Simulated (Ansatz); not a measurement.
Trial structure of GeMo, not yet relaxed:

```cif
data_structure
_symmetry_space_group_name_H-M 'P6/mmm'
_symmetry_Int_Tables_number 191
_cell_length_a 3.2152
_cell_length_b 3.2152
_cell_length_c 4.3729
_cell_angle_alpha 90.000
_cell_angle_beta 90.000
_cell_angle_gamma 120.000
_cell_volume 39.15
loop_
_atom_site_label
_atom_site_type_symbol
_atom_site_symmetry_multiplicity
_atom_site_Wyckoff_symbol
_atom_site_fract_x
_atom_site_fract_y
_atom_site_fract_z
_atom_site_occupancy
Ge1 Ge 1 a 0.00000 0.00000 0.00000 1
Mo1 Mo 1 b 0.00000 0.00000 0.50000 1
```

Theory: DFT PBE, scalar-relativistic, plane waves, PAW (Ansatz). Settings: cutoff 420 eV, Γ-centred mesh 6×6×4 on the computed 2-atom cell, Gaussian smearing of 0.10 eV; no spin polarisation.

Formation energies are uncorrected and refer to the elements' standard structures at the same level.

Question: Estimate its pressure, forces and energy as it stands.

Answer: The pressure is 20.2 GPa (the mean over three directions, positive in compression), the largest force is 0.00 eV/Å (symmetry fixes the atoms), and the energy is +1.85 eV/atom against the elements. The shortest distance is 2.19 Å.

Question: Is it a good guess?

Answer: A poor one: relaxing gains about 1.1 eV/atom (the start's value is from the coarse mesh, so the gain is rough) in 15 ionic steps and ends at +0.74 eV/atom on the finer mesh. The symmetry stays P6/mmm (No. 191). The volume per atom shrinks by 10.3 %, from 19.6 to 17.5 Å³. The shortest distance goes from 2.19 Å (Ge–Mo) to 2.60 Å (Ge–Mo). The ratio c/a of the conventional cell changes by a factor of 1.37. Conventional cell: a = 2.792 Å, c = 5.200 Å. Ge is surrounded by 2 Mo at 2.60 Å and 6 Ge at 2.79 Å; Mo is surrounded by 2 Ge at 2.60 Å and 6 Mo at 2.79 Å.

The last run used a 24×24×12 mesh (in the run's order of axes) for its 2-atom cell and Gaussian smearing of 0.10 eV. The relaxation can't lower the symmetry of the start, and the grade says only how near the guess is to its own end. Symmetry constrained the relaxation, so the result can be a saddle point. Another cell of GeMo relaxed alike, in P-6m2, lies 0.79 eV/atom lower, so this cell isn't the stable form at this level.
